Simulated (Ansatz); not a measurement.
Sensitivity of the gradients in ZnS with phosphorus replacing S to the input

Cell: a supercell of ZnS (space group P6_3mc) built from a computed structure from the Materials Project (it need not be an observed phase), with all atoms left at the host's positions.

Space group P31m (No. 157); a = 6.5945, c = 31.1424 Å, γ = 120.00°.

```
site  Wyckoff  site symmetry       x       y       z
 Zn1       1a            3.m  0.0000  0.0000  0.2000
 Zn2       2b            3..  0.3333  0.6667  0.2000
 Zn4       3c            ..m  0.6667  0.0000  0.8000
 Zn7       1a            3.m  0.0000  0.0000  0.9000
 Zn8       2b            3..  0.3333  0.6667  0.9000
Zn10       3c            ..m  0.0000  0.3333  0.7000
Zn13       3c            ..m  0.0000  0.3333  0.1000
Zn16       1a            3.m  0.0000  0.0000  0.6000
Zn17       2b            3..  0.3333  0.6667  0.6000
Zn19       3c            ..m  0.6667  0.0000  0.0001
Zn22       3c            ..m  0.0000  0.3333  0.4000
Zn25       3c            ..m  0.6667  0.0000  0.3000
Zn28       3c            ..m  0.6667  0.0000  0.5001
 S31       1a            3.m  0.0000  0.0000  0.2749
 S32       2b            3..  0.3333  0.6667  0.2749
 S34       3c            ..m  0.6667  0.0000  0.0750
   P       1a            3.m  0.0000  0.0000  0.6750
 S38       2b            3..  0.3333  0.6667  0.6750
 S40       3c            ..m  0.6667  0.0000  0.8749
 S43       3c            ..m  0.0000  0.3333  0.7749
 S46       3c            ..m  0.6667  0.0000  0.5750
 S49       3c            ..m  0.0000  0.3333  0.1750
 S52       3c            ..m  0.0000  0.3333  0.4751
 S55       1a            3.m  0.0000  0.0000  0.9751
 S56       2b            3..  0.3333  0.6667  0.9751
 S58       3c            ..m  0.6667  0.0000  0.3749
```

One atom of each set is listed.

Reference run. Level of theory: DFT, PBE, plane waves and PAW, scalar-relativistic, 420 eV cutoff, Γ-centred 3×3×1 k-points, Fermi–Dirac smearing 0.01 eV, cell charge -1 (Ansatz 0.2.0).

Problem. The input is changed as follows: `total_charge`: -1 → -2. What happens to V_zz (10²¹ V/m²) and η?

Solution. 

```json
{"site": "Zn7", "V_zz reference": "0.93", "η reference": "0.00", "V_zz changed": "0.47", "η changed": "0.00"}
{"site": "Zn8", "V_zz reference": "0.91", "η reference": "0.00", "V_zz changed": "0.45", "η changed": "0.00"}
{"site": "Zn10", "V_zz reference": "-4.04", "η reference": "0.36", "V_zz changed": "-4.47", "η changed": "0.41"}
{"site": "Zn16", "V_zz reference": "-4.50", "η reference": "0.00", "V_zz changed": "-4.70", "η changed": "0.00"}
{"site": "Zn19", "V_zz reference": "0.57", "η reference": "0.02", "V_zz changed": "0.13", "η changed": "0.08"}
{"site": "S31", "V_zz reference": "0.17", "η reference": "0.00", "V_zz changed": "-0.19", "η changed": "0.00"}
{"site": "S32", "V_zz reference": "0.17", "η reference": "0.00", "V_zz changed": "-0.19", "η changed": "0.00"}
{"site": "P", "V_zz reference": "0.33", "η reference": "0.00", "V_zz changed": "1.22", "η changed": "0.00"}
{"site": "S38", "V_zz reference": "2.20", "η reference": "0.00", "V_zz changed": "3.05", "η changed": "0.00"}
{"site": "S46", "V_zz reference": "1.69", "η reference": "0.66", "V_zz changed": "1.43", "η changed": "0.86"}
{"site": "S52", "V_zz reference": "1.17", "η reference": "0.11", "V_zz changed": "0.60", "η changed": "0.23"}
{"site": "S58", "V_zz reference": "0.57", "η reference": "0.00", "V_zz changed": "0.098", "η changed": "0.01"}
```

The largest change of V_zz is on P, from 0.33 to 1.22. In per cent, |V_zz| changes by +4 to +11 on Zn, +39 on S (all sites that start above 2). Where |V_zz| stays above 0.1, η moves most on S46, from 0.66 to 0.86. V_zz changes sign on S31 (same axis), S32 (same axis), Zn13 (same axis) (not all in the table). The table leaves out 14 of the 26 sites, with |V_zz| up to 1.66; their tensors move by 0.30 at most along any direction. The statements above cover all sites. The changed cell holds a charge of -2 on a uniform background, so it isn't the same centre. It has an odd number of electrons and no spin polarisation, so the extra carrier is shared by both spins and spread out, where a real one carries spin and can localise. SCF iterations: 17 and 12.

On the reference run: The run isn't spin-polarised, and a state with spin may lie lower. The defect repeats with the cell of 60 atoms, so it feels its images: sites between two images don't show the values beside a lone defect, and zeros or small values of η there can come from the images' arrangement. S and Zn carry a gradient in the pure host already, so the values there aren't the defect's effect alone. A uniform background compensates the cell's charge. The defect cell has no gap above 0.1 eV on its mesh, so the values can hang on the smearing and the k-mesh. The neighbours have not yet relaxed around the defect (largest force 0.87 eV/Å), so a real crystal will differ.
